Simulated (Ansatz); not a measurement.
The calculation used Ansatz, DFT PBE, scalar-relativistic, plane waves, PAW. All cells share a 420 eV cutoff and Γ-centred k meshes spaced at most about 0.3 Å⁻¹ (about 0.25 or finer for metals, 2π included). Collinear spin in cells that started with moments and kept them past the coarse steps, no spin elsewhere.

These are static total energies at zero pressure.

Compare these two cells of TiSnTe₃, each relaxed at this level.

A. (site moments Ti 1.3 μB)

```
CELL_PARAMETERS angstrom
5.52185 0.00000 0.00000
0.00000 5.52185 0.00000
0.00000 0.00000 6.74988
ATOMIC_POSITIONS crystal
Ti 0.50000 0.50000 0.64473
Sn 0.00000 0.00000 0.87511
Te 0.00000 0.50000 0.67365
Te 0.50000 0.00000 0.67365
Te 0.00000 0.00000 0.27737
```

B. (no spin)

```
CELL_PARAMETERS angstrom
5.37659 0.00000 0.00000
0.00000 5.37659 0.00000
0.00000 0.00000 5.37659
ATOMIC_POSITIONS crystal
Ti 0.50000 0.50000 0.50000
Sn 0.00000 0.00000 0.00000
Te 0.50000 0.50000 0.00000
Te 0.00000 0.50000 0.50000
Te 0.50000 0.00000 0.50000
```

Problem. Which would you expect to be lower, and how large is the difference?

Solution. B is lower, by 202 meV/atom. A has space group P4mm (No. 99), 41.2 Å³/atom and no gap on its mesh; B has the cubic perovskite type, space group Pm-3m (No. 221), 31.1 Å³/atom and no gap. Counting Te atoms around Sn and Ti (those within 1.25 times the shortest such distance or 1.15 times the sum of covalent radii; a plus sign parts nearer from farther groups; the shortest distance is added where it is long for a bond), A has Ti 4, Sn 1+4 and B has Ti 6, Sn 12 from 3.8 Å. Their magnetic states differ too. In A, Ti is surrounded by 4 Te at 2.77 Å; around Sn lie 1 Te at 2.72 Å and 4 Te at 3.08 Å; around Te on a site of symmetry 2mm lie 2 Ti at 2.77 Å and 2 Sn at 3.08 Å; 1 more site not described. In B, Ti is surrounded by 6 Te at 2.69 Å; Sn is surrounded by 12 Te at 3.80 Å; around Te lie 2 Ti at 2.69 Å, 4 Sn at 3.80 Å and 8 Te at 3.80 Å. Both come from invented guesses.

No dispersion correction is applied, so the spacing and binding between layers, chains or molecules are poorly described (P4mm), and this can change margins and order among such cells. These runs have no spin–orbit coupling, which can matter for Te. Another magnetic order may lie lower. Cells relaxed within their symmetry can be saddle points.
